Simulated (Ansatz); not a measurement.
## Does relaxation matter for the field gradients of Li4HgGe2S7?

Start: a measured structure from the Crystallography Open Database (COD), taken as it stands.

```cif
data_Li4HgGe2S7
_symmetry_space_group_name_H-M 'Cc'
_symmetry_Int_Tables_number 9
_cell_length_a 16.8760
_cell_length_b 6.7764
_cell_length_c 10.1613
_cell_angle_alpha 90.000
_cell_angle_beta 93.360
_cell_angle_gamma 90.000
loop_
_atom_site_label
_atom_site_type_symbol
_atom_site_symmetry_multiplicity
_atom_site_Wyckoff_symbol
_atom_site_fract_x
_atom_site_fract_y
_atom_site_fract_z
Li1 Li 4 a 0.3428 0.8060 0.5149
Li3 Li 4 a 0.1975 0.1650 0.2944
Li5 Li 4 a 0.5545 0.6790 0.5945
Li7 Li 4 a 0.4081 0.6530 0.8740
Ge9 Ge 4 a 0.7688 0.8368 0.6718
Ge11 Ge 4 a 0.4789 0.1767 0.7379
Hg Hg 4 a 0.6232 0.1320 0.4475
S15 S 4 a 0.3724 0.1696 0.5878
S17 S 4 a 0.8008 0.1429 0.7049
S19 S 4 a 0.4527 0.3316 0.9161
S21 S 4 a 0.2346 0.1686 0.8452
S23 S 4 a 0.5776 0.3260 0.6461
S25 S 4 a 0.5070 0.8623 0.7768
S27 S 4 a 0.6743 0.7949 0.5135
```

One atom of each set is listed; the run and its k-mesh use a cell of 28 atoms with edges of 9.09, 9.09, 10.16 Å.

Method: Kohn–Sham DFT in Ansatz, PBE, plane waves and PAW, scalar-relativistic, 420 eV cutoff, Γ-centred 5×5×3 k-points, Fermi–Dirac smearing 0.02 eV.

The largest force at the start is 0.44 eV/Å. Relaxing the ions at fixed cell moves them by 0.070 Å at most (atom 3, Li) and 0.045 Å rms.

| site | moved (Å) | first shell before | first shell after | V_zz before (10²¹ V/m²) | η before |
| --- | --- | --- | --- | --- | --- |
| Li3 | 0.070 | 4 S at 2.39–2.45 Å | 4 S at 2.37–2.43 Å | 0.069 | 0.68 |
| Ge9 | 0.018 | 4 S at 2.16–2.29 Å | 4 S at 2.19–2.31 Å | 6.56 | 0.78 |
| Ge11 | 0.010 | 4 S at 2.16–2.29 Å | 4 S at 2.18–2.32 Å | 5.71 | 0.66 |
| Hg | 0.032 | 4 S at 2.52–2.58 Å | 4 S at 2.55–2.60 Å | -6.66 | 0.89 |
| S15 | 0.052 | 2 Ge at 2.29 Å, 2 Li at 2.58–2.61 Å | 2 Ge at 2.31–2.32 Å, 2 Li at 2.51–2.54 Å | -14.67 | 0.74 |
| S17 | 0.023 | 1 Ge at 2.16 Å, 3 Li at 2.37–2.42 Å | 1 Ge at 2.19 Å, 3 Li at 2.37–2.39 Å | 17.34 | 0.02 |
| S19 | 0.029 | 1 Ge at 2.16 Å, 3 Li at 2.34–2.42 Å | 1 Ge at 2.18 Å, 3 Li at 2.36–2.39 Å | 16.75 | 0.05 |
| S21 | 0.056 | 1 Ge at 2.20 Å, 2 Li at 2.39–2.44 Å, 1 Hg at 2.58 Å | 1 Ge at 2.23 Å, 2 Li at 2.40–2.43 Å, 1 Hg at 2.60 Å | 13.82 | 0.89 |
| S25 | 0.030 | 1 Ge at 2.21 Å, 2 Li at 2.41–2.44 Å, 1 Hg at 2.54 Å | 1 Ge at 2.23 Å, 2 Li at 2.41–2.42 Å, 1 Hg at 2.56 Å | -13.24 | 1.00 |
| S27 | 0.026 | 1 Ge at 2.22 Å, 2 Li at 2.36–2.45 Å, 1 Hg at 2.52 Å | 1 Ge at 2.24 Å, 2 Li at 2.38–2.40 Å, 1 Hg at 2.55 Å | 13.56 | 0.95 |

Question: How do the gradients change?

Answer: 

```tsv
site	V_zz after	η after	change of V_zz
Li3	0.061	0.62	-0.01
Ge9	6.38	0.79	-0.18
Ge11	5.96	0.59	+0.25
Hg	-5.50	0.91	+1.16
S15	-15.04	0.66	-0.37
S17	18.04	0.02	+0.70
S19	17.49	0.05	+0.74
S21	14.27	0.92	+0.45
S25	13.53	1.00	–
S27	13.74	0.96	+0.18
```

The largest change of V_zz along a kept axis is on Hg, from -6.66 to -5.50. In per cent, |V_zz| changes by -3 to +4 on Ge, -17 on Hg, +1 to +4 on S (all sites that start above 0.5, bar those whose gradient vanishes or changes sign or whose main axis turns by over 40°). On S25 the largest principal value lies along another axis in the second run, so the two V_zz can't be compared directly. The table leaves out 4 of the 14 sites, with |V_zz| up to 13.90; their tensors move by 0.61 at most along any direction. The statements above cover all sites.

Spin–orbit coupling is left out, which shifts gradients on Hg by a few per cent, and by more where contributions nearly cancel. With these PAW files V_zz is typically within 2 to 3 % of all-electron values, but misses above 10 % occur on Li.
